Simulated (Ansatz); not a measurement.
Relaxing a structure of WS₂

The start is a relaxed WS2 cell shaken by Gaussian noise of σ = 0.08 Å a coordinate. The cell and all atomic positions are relaxed at zero pressure with r2SCAN (plane waves to 500 eV, PAW, scalar-relativistic; Ansatz, a first-principles code). First-step values are on the input's coarse k-mesh.

Ansatz input (later rounds restart from its end on a renewed k-mesh):
Ansatz 0.2 input:
```yaml
crystal:
  lattice:
    - [6.2798258802, 0, 0]
    - [-3.1399129401, 5.4384887436, 0]
    - [0, 0, 4.4517761905]
  atoms:
    - { symbol: S, position: [0.2881587757, 0.0127530058, 0.0097923442] }
    - { symbol: S, position: [0.0021531241, 0.2859912655, -0.0210185533] }
    - { symbol: S, position: [0.6974842334, 0.7043441078, 0.013131883] }
    - { symbol: S, position: [0.595584595, 0.0011744566, 0.4921929768] }
    - { symbol: S, position: [1.0140180343, 0.6023954845, 0.4574610252] }
    - { symbol: S, position: [0.3743156744, 0.3539887009, 0.5329484838] }
    - { symbol: W, position: [-0.0003834812, -0.0007727448, 0.4948137411] }
    - { symbol: W, position: [0.3313392692, 0.65976597, 0.7968626277] }
    - { symbol: W, position: [0.6605178864, 0.3290761826, 0.2091933561] }
basis: { ecutwfc: 500, ecutrho_ratio: 4, xc_grid: 4, fft_grid_basis: typed }
kpoints: { mp_grid: { grid: [4, 4, 5] } }
hamiltonian:
  xc: r2scan
  dispersion: none
  pseudopotentials: { azcp: { folder: ./paw }, kind: paw }
scf: { occupations: { method: fermi_dirac, width: 0.05 } }
relax: { f_tol: 0.01, max_steps: 100, cell: { stress_tol: 0.02 } }
output: { forces: true, stress: true }
```

Q: What is the largest force in the starting geometry, and on which atom (counted from 1)?

A: About 2.7 eV/Å, on S4 (atoms numbered as listed).

Q: Does the structure survive the relaxation? Give the final space group.

A: The space group goes from P1 (No. 1) to C2/m (No. 12), with 9 atoms in the primitive cell.

Q: How does the volume change?

A: +6.5 %, from 16.89 to 18.00 Å³/atom.

Q: How do the shortest distances between atoms change?

A: The closest pairs of elements (up to four, under 3.6 Å), start → end: S–W 2.27 → 2.31 Å; S–S 2.87 → 3.10 Å; W–W 3.81 → 3.11 Å.

Q: Is the relaxed structure metallic? Give its gap.

A: No gap (metallic).

Q: What does it relax into? Give the structure.

A: 
```cif
data_S12W6
_chemical_formula_sum 'S12 W6'
_space_group_name_H-M_alt 'C2/m'
_space_group_IT_number 12
_space_group_name_Hall '-C 2y'
_cell_length_a 5.63768
_cell_length_b 10.51520
_cell_length_c 5.46728
_cell_angle_alpha 90.000
_cell_angle_beta 91.851
_cell_angle_gamma 90.000
loop_
_atom_site_label
_atom_site_type_symbol
_atom_site_symmetry_multiplicity
_atom_site_Wyckoff_symbol
_atom_site_fract_x
_atom_site_fract_y
_atom_site_fract_z
_atom_site_occupancy
S1 S 4 i 0.17243 0.00000 0.72629 1
S2 S 8 j 0.32926 0.16453 0.23530 1
W1 W 4 h 0.50000 0.31231 0.50000 1
W2 W 2 b 0.00000 0.50000 0.00000 1
```
(The calculation used a cell of 9 atoms; values per cell refer to that cell.)

Final values are on a 10×10×9 k-mesh of the relaxed cell. No spin polarisation in the result.

The relaxed structure here is a generated cell of WS2: the first start was made by placing the elements on the sites of a structure type, and the end was not matched to a known phase here, so it may be hypothetical. Known forms of WS2 include space group No. 194.
